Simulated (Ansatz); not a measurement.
Single point in Ansatz 0.2.0 with r2SCAN, no spin polarisation. Cutoff 500 eV, PAW datasets, 7×7×8 Γ-centred k mesh, fermi-dirac filling (width 0.1 eV).

Computed maps in the lattice plane spanned by a (left to right, 5.58 Å, 17 points from zero) and b (bottom to top, 5.58 Å, 17 points from zero), 60° apart, at height 0.000 along c. The fields are smooth PAW ones with compensation charges, not the true ones near nuclei.

Valence density. Digits on a logarithmic scale: 0 up to 0.03 e/Å³, each further digit a factor of 1.6, 9 from 1.3 e/Å³ up:
```
99986434444434689
99986444555544468
88886444689864446
56665444699996444
34444334699999643
33444334589999854
44444444459999954
44566654445899854
44589985444566654
44599999544444444
34589999854334443
33469999964334444
54446999964445666
86444689864446888
98644455554446899
99864344444346899
99985334444335899
```

Task: The cell is LaCd3Co2. Which atoms lie within 0.2 Å of this plane, and where (fractions of a and b)?

Result: Co at (0.33, 0.33), Co at (0.67, 0.67), La at (0.00, 0.00). The whole cell:
```
CELL_PARAMETERS angstrom
2.79076 4.83374 0.00000
-2.79076 4.83374 0.00000
0.00000 0.00000 4.53442
ATOMIC_POSITIONS crystal
Co 0.33330 0.33340 0.00000
Co 0.66660 0.66670 0.00000
La 0.00000 0.00000 0.00000
Cd 0.50000 0.50000 0.50000
Cd 0.50000 0.00000 0.50000
Cd 0.00000 0.50000 0.50000
```

Origin: a known structure type with other elements, at an estimated volume, so it need not be a known compound. Caveats: no spin polarisation, so a magnetic state may lie lower; f levels without a U or exact exchange are poorly placed.
